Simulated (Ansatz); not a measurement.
C:
```cif
data_C36
_chemical_formula_sum 'C36'
_space_group_name_H-M_alt 'R-3m :H'
_space_group_IT_number 166
_space_group_name_Hall '-R 3 2"'
_cell_length_a 6.84497
_cell_length_b 6.84497
_cell_length_c 10.05417
_cell_angle_alpha 90.000
_cell_angle_beta 90.000
_cell_angle_gamma 120.000
loop_
_atom_site_label
_atom_site_type_symbol
_atom_site_symmetry_multiplicity
_atom_site_Wyckoff_symbol
_atom_site_fract_x
_atom_site_fract_y
_atom_site_fract_z
_atom_site_occupancy
C1 C 18 f 0.00000 0.20682 0.00000 1
C2 C 18 f 0.00000 0.41141 0.00000 1
```
(The calculation used a cell of 12 atoms; values per cell refer to that cell.)

Relaxed at zero pressure with r²SCAN+D4 (plane waves, PAW; program Ansatz).

Question: The volume is raised by 6 % and shape and atoms relax at that volume. What pressure results, and how do the axes share the change?

Answer: -1.0 GPa; a 0.1 %, b 0.1 %, c 5.7 %; the energy rises by 2 meV/atom.

Question: Give the new structure.

Answer: 
Space group R-3m, hexagonal axes (No. 166); a = 6.8544 Å, b = 6.8544 Å, c = 10.6283 Å, α = 90.00°, β = 90.00°, γ = 120.00°

```
atom  site  symmetry       x       y       z
----  ----  --------  ------  ------  ------
C      18f        .2  0.0000  0.2068  0.0000
C      18f        .2  0.0000  0.4115  0.0000
```

The phase is kept; no other phase was compared at this pressure.

The start of the workflow was typed in or built on a structure type; the Crystallography Open Database files this formula in space group No. 166, but the cells were not matched. It is not the phase usual at ambient conditions (space group No. 194, 227). The r²SCAN+D4 relaxation kept the symmetry of its start; whether a distortion lowers the energy is not shown.

Potentials: the later of the program's two PAW sets.
